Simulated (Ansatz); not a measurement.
YGe (P-6m2), relaxed with PBE (Ansatz, a quantum-chemistry and plane-wave program, plane waves, PAW): a = b = 3.7574 Å, c = 4.1400 Å, α = β = 90.00°, γ = 120.00°.

```
Quantity              Value
--------------------  -----
ΔH_f (eV/atom)        -0.49
B₀ by P(V) fit (GPa)   53.7
```

Q: The same phase is relaxed and computed with r²SCAN in the same code. What are the cell and these values now?

A: a = 3.812 Å, b = 3.812 Å, c = 4.049 Å, α = 90.00°, β = 90.00°, γ = 120.00°.

* **ΔH_f (eV/atom)**: -0.54
* **B₀ by P(V) fit (GPa)**: 58.2

Constructed cells (a structure type filled with these elements, in neither database checked): YGe, P-6m2 (Y on 1a, Ge on 1f). All cells were relaxed under the symmetry of their starts (and spin orders); stability against distortions was not tested throughout. Rows with no word on spin ran without spin polarisation. Scalar-relativistic: spin–orbit coupling is off unless named, which matters more the heavier the elements.

Potentials: the later of the program's two PAW sets.

Ansatz is a plane-wave DFT program.

Formation energies count from the lowest solids of the elements computed at the same level, not from gases.
